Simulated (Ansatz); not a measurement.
GaN:
```yaml
crystal:
  lattice:
    - [3.91469, 0.00000, 0.00000]
    - [0.00000, 3.91469, 0.00000]
    - [0.00000, 0.00000, 4.11327]
  atoms:
    - { symbol: Ga, position: [0.50000, 0.00000, 0.05177] }
    - { symbol: Ga, position: [0.00000, 0.50000, 0.94823] }
    - { symbol: N, position: [0.00000, 0.00000, 0.00000] }
    - { symbol: N, position: [0.50000, 0.50000, 0.00000] }
```

Relaxed with r²SCAN. Special points in fractions of this cell's reciprocal vectors: Γ (0.000, 0.000, 0.000); X (0.000, 0.500, 0.000); M (0.500, 0.500, 0.000); Z (0.000, 0.000, 0.500); R (0.000, 0.500, 0.500); A (0.500, 0.500, 0.500).

Question: List the band energies nearest the Fermi level at these points for r²SCAN in the plane-wave PAW code Ansatz.

Answer: In eV from the Fermi level; about four levels below and three above (degenerate sets whole), none deeper than 8.9 eV; … stands for higher levels left out; points with the same levels are listed once.

```
k                          below                above
-  -----------------------------  -------------------
Γ  -2.12 -2.12 -0.68 -0.23 -0.05          6.11 8.12 …
X        -4.52 -4.52 -2.25 -2.25  3.24 3.24 6.67 6.67
M        -8.66 -8.66 -1.60 -1.60  0.00 0.00 3.56 3.56
Z        -5.58 -2.10 -2.10 -1.06       0.38 2.40 4.42
R        -4.45 -4.45 -3.32 -3.32  3.40 3.40 6.06 6.06
A        -8.45 -8.45 -2.28 -2.28  0.02 0.02 1.03 1.03
```

Space group P4/nmm. The cell is a constructed one: a structure type filled with these elements; neither database checked (COD, Materials Project) lists it. It is not the phase usual at ambient conditions (space group No. 186, 216). Symmetry was held in the r²SCAN relaxation; whether a distortion lowers the energy is not shown. A crystal of weakly bound layers computed without a dispersion correction: the cell and the soft elastic constants depend strongly on that. Spin–orbit coupling is left out wherever it is not named.

Potentials: the later of the program's two PAW sets.
